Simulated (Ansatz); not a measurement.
Total density of states per atom from r²SCAN (plane waves, PAW; program Ansatz), in 0.25 eV bins, energy from the Fermi level:

```
E (eV) | states/eV/atom
    -7.85 | ############# 0.35
    -7.60 | ############### 0.38
    -7.35 | ################ 0.42
    -7.10 | ################ 0.42
    -6.85 | ############### 0.40
    -6.60 | ############## 0.38
    -6.35 | ############# 0.35
    -6.10 | ############# 0.35
    -5.85 | ################# 0.45
    -5.60 | ################## 0.46
    -5.35 | ################### 0.48
    -5.10 | ########### 0.30
    -4.85 | #### 0.10
    -4.60 | # 0.04
    -4.35 | ##### 0.12
    -4.10 | ######## 0.20
    -3.85 | ########## 0.27
    -3.60 | ############# 0.35
    -3.35 | ################# 0.45
    -3.10 | ###################### 0.58
    -2.85 | ####################### 0.59
    -2.60 | ################### 0.49
    -2.35 | ################# 0.44
    -2.10 | ################# 0.44
    -1.85 | ################## 0.48
    -1.60 | ##################### 0.54
    -1.35 | ##################### 0.54
    -1.10 | ################## 0.46
    -0.85 | ################### 0.49
    -0.60 | ###################### 0.58
    -0.35 | #################### 0.53
    -0.10 | ################### 0.48
     0.15 | ##################### 0.54
     0.40 | ##################### 0.55
     0.65 | ################### 0.49
     0.90 | ################## 0.48
     1.15 | ################### 0.48
     1.40 | ##################### 0.54
     1.65 | ######################### 0.66
     1.90 | ###################### 0.58
     2.15 | ####################### 0.60
     2.40 | ######################## 0.62
     2.65 | ########################### 0.70
     2.90 | ########################### 0.70
     3.15 | ########################## 0.67
     3.40 | ######################### 0.66
     3.65 | ########################## 0.67
     3.90 | ######################### 0.66
     4.15 | ########################## 0.69
     4.40 | ############################## 0.78
     4.65 | ############################# 0.75
```

Problem. Pick the material that matches.
A. Sn4As3, R-3m (Sn on 6c, Sn on 6c, As on 6c, As on 3b)
B. Ru, hcp (Mg type)
C. Sn, hcp (Mg type)
D. Be, hcp (Mg type)

Solution. C, Sn, hcp (Mg type). Within 0.5 eV of the Fermi level: Sn 5p 80 %, Sn 5s 17 %. Projections are on Löwdin-orthogonalised atomic valence shells; empty p or d shells of many metals are not among them.

Space group P6_3/mmc (hcp (Mg type)). The start of the workflow was typed in or built on a structure type; neither database checked (COD, Materials Project) lists it. It is not the phase usual at ambient conditions (space group No. 141). The cell keeps a stress of up to 0.2 GPa. The r²SCAN relaxation kept the symmetry of its start; its stability against distortions is not shown here. Spin–orbit coupling is left out wherever it is not named.

Potentials: the earlier of the program's two PAW sets.
